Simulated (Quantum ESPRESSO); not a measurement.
Si2AsO5N, convergence and cost over cutoff and k mesh

A calculation, not a measurement. The program is pw.x of Quantum ESPRESSO 7.5 (plane-wave density functional theory). The cell is made up: 9 atoms on a quartz lattice, with randomly drawn elements, strain and displacements, not relaxed. PseudoDojo standard norm-conserving files (v0.5 for PBE, v0.4.1 for LDA and PBEsol) set the functional; there is no spin polarisation, spin-orbit coupling or dispersion term, and the masses in the input are unused placeholders.

Input of the run in row 4:

```
&control calculation='scf', pseudo_dir='./dojo.nc.sr.pbe.v0_5.standard.upf', outdir='./o', disk_io='low', tprnfor=.true., tstress=.true. /
&system ibrav=0, nat=9, ntyp=4, nbnd=35, ecutwfc=84.00895049, nosym=.true., tot_charge=0,
 occupations='smearing', smearing='fd', degauss=0.0018374661
/
&electrons conv_thr=7.350e-09, electron_maxstep=60, /
ATOMIC_SPECIES
As 1.0 As.upf
N 1.0 N.upf
O 1.0 O.upf
Si 1.0 Si.upf
CELL_PARAMETERS angstrom
5.0756 0.0 0.0
-2.5378 4.3956 0.0
0.0 0.0 5.571
ATOMIC_POSITIONS angstrom
Si 2.327 -0.0246 3.6659
As -1.3468 1.9812 1.855
Si 1.2806 2.211 -0.0146
O 1.414 1.0907 4.3514
O 3.3198 0.6588 2.5484
O 2.8608 2.565 0.8199
O 0.3528 1.73 1.1461
N -1.0481 3.1923 3.085
O 0.9008 3.6999 4.9835
K_POINTS automatic
5 5 4 1 1 1
```

The same cell was run at these settings. Meshes are shifted by half a step, and differences are from the last row, which is itself not exact.

| cutoff (eV) | k mesh | k points solved | threshold (eV) | free energy less the last row's (eV) | pressure (GPa) | largest stress difference (GPa) | largest force difference (eV/Å) | iterations | wall time (s) | k-point pools | processor |
| --- | --- | --- | --- | --- | --- | --- | --- | --- | --- | --- | --- |
| 800 | 2 x 2 x 2 | 4 | 1e-04 | 3.439 | -24.64 | 36.48 | 0.296 | 8 | 15 | 4 | Intel Xeon, older |
| 1143 | 1 x 1 x 1 | 1 | 1e-07 | 0.194 | 12.01 | 1.66 | 0.970 | 12 | 24 | 4 | Intel Xeon, older |
| 684 | 5 x 5 x 4 | 50 | 1e-07 | 17.218 | -112.47 | 124.53 | 0.548 | 11 | 67 | 4 | Intel Xeon, older |
| 1143 | 5 x 5 x 4 | 50 | 1e-07 | 0.003 | 11.78 | 0.02 | 0.001 | 11 | 135 | 4 | Intel Xeon, older |
| 1437 | 7 x 7 x 6 | 147 | 1e-07 | 0.000 | 11.79 | 0.00 | 0.000 | 11 | 568 | 4 | Intel Xeon, older |

Each pool is one process. Wall times include start-up and a band step at six k points, which weighs most on the coarsest meshes. The runs were on shared virtual cores whose load varied, so times are rough.